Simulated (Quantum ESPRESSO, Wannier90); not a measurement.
**Wannierisation of Li2ZrTeO6 (R3)**

Structure: Materials Project mp-6782, symmetrised, not relaxed again. COD (Crystallography Open Database) has an entry of this formula and space group (matched by these alone). Level: PBEsol, no spin polarisation, no spin-orbit coupling; pw.x of Quantum ESPRESSO at 68 Ry with PseudoDojo potentials, 4×4×4 k-points, Wannier90. Density: 8×8×8 mesh, cold smearing 0.01 Ry. Spin-orbit coupling is left out although heavy elements are present.

```
begin unit_cell_cart
ang
   -2.6229101334    4.5430136148    0.0000000000
   -5.2458202669    0.0000000000    0.0000000000
   -2.6229101334    1.5143378716    4.6848970000
end unit_cell_cart
mp_grid = 4 4 4
```

Problem. Which shells of neighbouring k-points and which b-vectors and weights does Wannier90 pick for this cell and mesh?

Solution. 
```
 *---------------------------------- K-MESH ----------------------------------*
 +----------------------------------------------------------------------------+
 |                    Distance to Nearest-Neighbour Shells                    |
 |                    ------------------------------------                    |
 |          Shell             Distance (Ang^-1)          Multiplicity         |
 |          -----             -----------------          ------------         |
 |             1                   0.335289                      2            |
 |             2                   0.363375                      6            |
 |             3                   0.411721                      6            |
 |             4                   0.565161                      6            |
 |             5                   0.598875                      6            |
 |             6                   0.657134                      6            |
 |             7                   0.670579                      2            |
 |             8                   0.686346                     12            |
       ... (lines left out)
 +----------------------------------------------------------------------------+
 | The b-vectors are chosen automatically                                     |
 | The following shells are used:                       1,  2                 |
 +----------------------------------------------------------------------------+
 |                        Shell   # Nearest-Neighbours                        |
 |                        -----   --------------------                        |
 |                          1               2                                 |
 |                          2               6                                 |
 +----------------------------------------------------------------------------+
 | Completeness relation is fully satisfied [Eq. (B1), PRB 56, 12847 (1997)]  |
 +----------------------------------------------------------------------------+
 |                  b_k Vectors (Ang^-1) and Weights (Ang^2)                  |
 |                  ----------------------------------------                  |
 |            No.         b_k(x)      b_k(y)      b_k(z)        w_b           |
 |            ---        --------------------------------     --------        |
 |             1         0.000000    0.000000    0.335289     3.518241        |
 |             2         0.000000    0.000000   -0.335289     3.518241        |
 |             3        -0.299438   -0.172880   -0.111763     2.788220        |
 |             4         0.000000    0.345761   -0.111763     2.788220        |
 |             5        -0.299438    0.172880    0.111763     2.788220        |
 |             6         0.299438    0.172880    0.111763     2.788220        |
 |             7         0.000000   -0.345761    0.111763     2.788220        |
 |             8         0.299438   -0.172880   -0.111763     2.788220        |
```
